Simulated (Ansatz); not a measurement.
## VSi2: from a starting cell to a relaxed one

The start is a generated trial cell of VSi2 in the Al2Cu structure type. Cell shape, volume and atoms are optimised at zero target pressure with PBEsol (plane waves to 420 eV, PAW, scalar-relativistic; Ansatz, a first-principles code). The first steps use a coarse 6×6×6 k-mesh.

Starting cell:
```
CELL_PARAMETERS angstrom
     -3.10766     3.10766     2.50054
      3.10766    -3.10766     2.50054
      3.10766     3.10766    -2.50054
ATOMIC_POSITIONS crystal
  Si 0.65800 0.15800 0.81600
  Si 0.84200 0.65800 0.50000
  Si 0.15800 0.34200 0.50000
  Si 0.34200 0.84200 0.18400
  V  0.25000 0.25000 0.00000
  V  0.75000 0.75000 0.00000
```
Spin-polarised start, with parallel moments on V.

**Question.** How large is the pressure on the unrelaxed cell, and of which sign?

**Answer.** -17 GPa (negative: the cell is under tension).

**Question.** By how much does the energy per atom fall from start to end?

**Answer.** 0.13 eV/atom.

**Question.** How does the volume per atom move from start to end?

**Answer.** -13.6 %, from 16.10 to 13.92 Å³/atom.

**Question.** Is the relaxed structure metallic? Give its gap.

**Answer.** Zero (metallic).

**Question.** What magnetic moments remain?

**Answer.** Zero (the starting moments vanished).

The space group stays I4/mcm (No. 140) (the run could not lower it); the end is AFLOW prototype A2B_tI12_140_h_a (C16, as in Al2Cu), with 6 atoms in the primitive cell. Final values are on a 13×13×13 k-mesh of the relaxed cell. No spin polarisation in the result: the starting moments vanished.

The run could not lose the symmetry of its start, so the end can be a saddle point.

The relaxed structure here is a generated cell of VSi2: the first start was made by placing the elements on the sites of a structure type, and the end was not matched to a known phase here, so it may be hypothetical.
